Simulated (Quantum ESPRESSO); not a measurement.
```xyz
6
Lattice="4.5922 0.0000 0.0000 0.0000 4.5922 0.0000 0.0000 0.0000 2.9574" Properties=species:S:1:pos:R:3 pbc="T T T"
Ti     0.0000     0.0000     0.0000
Ti     2.2961     2.2961     1.4787
O      1.3968     1.3968     0.0000
O      0.8993     3.6929     1.4787
O      3.1954     3.1954     0.0000
O      3.6929     0.8993     1.4787
```
The cell was made here from an entry of the Crystallography Open Database (unchecked): atoms relaxed with PBE in the measured cell (PBE without dispersion, pw.x of a modified build of Quantum ESPRESSO, symmetry kept).  Stability against distortions was not tested. The run has no spin polarisation.

A lattice sum over point charges, one formal value an element (Ti +4, O -2), with no Sternheimer factor, costs far less than a self-consistent run. Taken along the main axis of each site's self-consistent tensor, it gives:

```csv
site,"V along that axis, point charges (a.u.)"
"Ti (atoms 1, 2)",0.004
```

How do the values of a PBE PAW density (pw.x of Quantum ESPRESSO, JTH datasets) with the all-electron reconstruction of Petrilli and co-workers compare?


```json
[
 {"site": "Ti", "Vzz, PAW (a.u.)": "-0.224", "PAW over point charges": "-52"}
]
```
Along that axis the sign differs on Ti.  Cores are frozen. Against all-electron runs on small test molecules, this scheme's |Vzz| missed by −2 to +6 % on O. Ti had no test against all-electron runs. Where η passes 0.9 the sign of Vzz means little.
